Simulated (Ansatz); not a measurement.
Input:

Li₂H₆Pt:
```xyz
9
Lattice="0.0000 3.3456 3.3456 3.3456 0.0000 3.3456 3.3456 3.3456 0.0000" Properties=species:S:1:pos:R:3 pbc="T T T"
Li     5.0184     5.0184     5.0184
Li     1.6728     1.6728     1.6728
H      3.3456     3.3456     5.0612
H      3.3456     3.3456     1.6300
H      5.0612     3.3456     3.3456
H      1.6300     3.3456     3.3456
H      3.3456     5.0612     3.3456
H      3.3456     1.6300     3.3456
Pt     0.0000     0.0000     0.0000
```

This is the r²SCAN-relaxed structure.

All from the program Ansatz at the r²SCAN level (PAW), unless another level is named. Predict the electron effective mass.

0.32, 0.32, 0.64 mₑ (principal values).

Predict the electron effective mass with spin–orbit coupling.

0.33, 0.33, 0.65 mₑ (principal values).

Predict the hole effective mass.

0.35, 0.71, 2.4 mₑ (principal values).

And the conduction-band minimum?

at X (3 equivalent valleys).

Predict the valence-band maximum.

on the K–Γ line, 50 % of the way from K.

Space group Fm-3m. The workflow started from a Materials Project entry (that database holds measured and hypothetical structures alike); the Crystallography Open Database copy checked does not list it. Whether it is the stable phase at ambient conditions was not checked. The r²SCAN relaxation kept the symmetry of its start; its stability against distortions is not shown here. The run is not spin-polarised. Spin–orbit coupling is left out wherever it is not named.

Potentials: the later of the program's two PAW sets.

Edges and masses are those of Kohn–Sham bands, whose gap is no quasiparticle gap.
